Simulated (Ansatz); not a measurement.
Relaxation of a relaxed GaCuSe2 cell squeezed uniformly to 80 % of its volume; 8 atoms in the cell, which starts as I-42d (No. 122), tI16; a = b = 5.2058 Å, c = 10.3011 Å, α = β = γ = 90.00°. Calculation: r2SCAN (plane waves to 500 eV, PAW, scalar-relativistic; Ansatz, a first-principles code). Γ-centred k-mesh 6×6×6 on the run's cell (coarser than for final values), Fermi–Dirac smearing 0.05 eV. This is the first round of the run. 

The optimiser's lines from the output (shortened; P is positive under compression):

```
relax step   1: F+E_penalty+E_count = -42757.85713651 eV  Δ(F+E_penalty+E_count) = +0.000e0 eV  max|allowed force component| = 4.299e-1 eV/Å  Δτ_max = 0.0000 Å  P = +26.609 GPa  Ω = 139.583 Å³  (11 SCF iters, dr2 threshold 1.00e-7 eV, accepted)
relax step   2: F+E_penalty+E_count = -42759.90225375 eV  Δ(F+E_penalty+E_count) = -2.045e0 eV  max|allowed force component| = 1.043e-1 eV/Å  Δτ_max = 0.0188 Å  P = +7.099 GPa  Ω = 160.390 Å³  (10 SCF iters, dr2 threshold 8.00e-7 eV, accepted)
relax step   3: F+E_penalty+E_count = -42760.15816838 eV  Δ(F+E_penalty+E_count) = -2.559e-1 eV  max|allowed force component| = 6.786e-2 eV/Å  Δτ_max = 0.0085 Å  P = +1.995 GPa  Ω = 169.671 Å³  (10 SCF iters, dr2 threshold 8.00e-7 eV, accepted)
relax step   4: F+E_penalty+E_count = -42760.18595684 eV  Δ(F+E_penalty+E_count) = -2.779e-2 eV  max|allowed force component| = 2.603e-2 eV/Å  Δτ_max = 0.0069 Å  P = +0.265 GPa  Ω = 173.645 Å³  (8 SCF iters, dr2 threshold 8.00e-7 eV, accepted)
relax step   5: F+E_penalty+E_count = -42760.18647787 eV  Δ(F+E_penalty+E_count) = -5.210e-4 eV  max|allowed force component| = 1.409e-2 eV/Å  Δτ_max = 0.0045 Å  P = +0.015 GPa  Ω = 174.312 Å³  (7 SCF iters, dr2 threshold 1.96e-7 eV, accepted)
relax step   6: F+E_penalty+E_count = -42760.18652620 eV  Δ(F+E_penalty+E_count) = -4.833e-5 eV  max|allowed force component| = 1.174e-3 eV/Å  Δτ_max = 0.0011 Å  P = +0.005 GPa  Ω = 174.321 Å³  (6 SCF iters, dr2 threshold 1.24e-8 eV, accepted)
relax step   7: F+E_penalty+E_count = -42760.20546327 eV  Δ(F+E_penalty+E_count) = -1.894e-2 eV  max|allowed force component| = 1.439e-4 eV/Å  Δτ_max = 0.0000 Å  P = +0.059 GPa  Ω = 174.321 Å³  stress off target by 6.00e-2 GPa  SCF on the basis re-selected at this cell (its energy is not comparable with the rows above)  (11 SCF iters)
relax step   8: F+E_penalty+E_count = -42760.20545345 eV  Δ(F+E_penalty+E_count) = +9.818e-6 eV  max|allowed force component| = 4.834e-5 eV/Å  Δτ_max = 0.0001 Å  P = +0.001 GPa  Ω = 174.466 Å³  (6 SCF iters, dr2 threshold 8.99e-9 eV, accepted)
relax step   9: F+E_penalty+E_count = -42760.20548581 eV  Δ(F+E_penalty+E_count) = -3.235e-5 eV  max|allowed force component| = 3.827e-5 eV/Å  Δτ_max = 0.0000 Å  P = +0.001 GPa  Ω = 174.466 Å³  stress off target by 9.94e-4 GPa  SCF on the basis re-selected at this cell (its energy is not comparable with the rows above)  (7 SCF iters)
```

From the first to the last row the energy changes by -0.29 eV/atom and the volume by +25.0 %. The last row is marked as not comparable with the walk above it, whose basis was carried along; it does compare with step 1, since both stand on a basis selected at the nominal cutoff for their own cell.

Later rounds, restarted from the end of this one on a renewed k-mesh, logged 2 more steps and released under 0.01 eV/atom more. The final structure after all rounds: I-42d (No. 122), tI16, chalcopyrite type; a = 5.607 Å, b = 5.607 Å, c = 11.098 Å, α = 90.00°, β = 90.00°, γ = 90.00°. Between re-selections the logged energies stand on a plane-wave basis carried along with the cell. No spin polarisation in the result.

The run could not lose the symmetry of its start.
